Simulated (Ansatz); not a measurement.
VGe₂ (fluorite or antifluorite type, Fm-3m), PBE (plane waves, PAW; program Ansatz), all energies at zero smearing, with the estimated change up to a 700 eV cutoff added, with one set of potentials and settings (totals compare only within such a set). Cell of 3 atoms (1 V, 2 Ge): -11501.611 eV.

```csv
element,reference phase,E (eV/atom)
V,"Im-3m, 1 atoms in the cell",-2912.4140
Ge,"Fd-3m, 2 atoms in the cell",-4294.9847
```

Formation energy per atom, worked out: (-11501.611 − 1×(-2912.4140) − 2×(-4294.9847))/3 = 0.257 eV/atom (25 kJ per mol of atoms), at 0 K, without zero-point energy or fitted corrections.

The cell is a constructed one: a structure type filled with these elements; neither database checked (COD, Materials Project) lists it. Its standing as an ambient phase is unchecked. Symmetry was held in the PBE relaxation; whether a distortion lowers the energy is not shown. The final state is ferromagnetic, chosen from 3 collinear starts compared on coarse meshes (ties went to the first, and starts can fall back to one state), not a proven ground state. The references are the lowest solids computed at this level, not always the standard phases.

Potentials: the later of the program's two PAW sets.
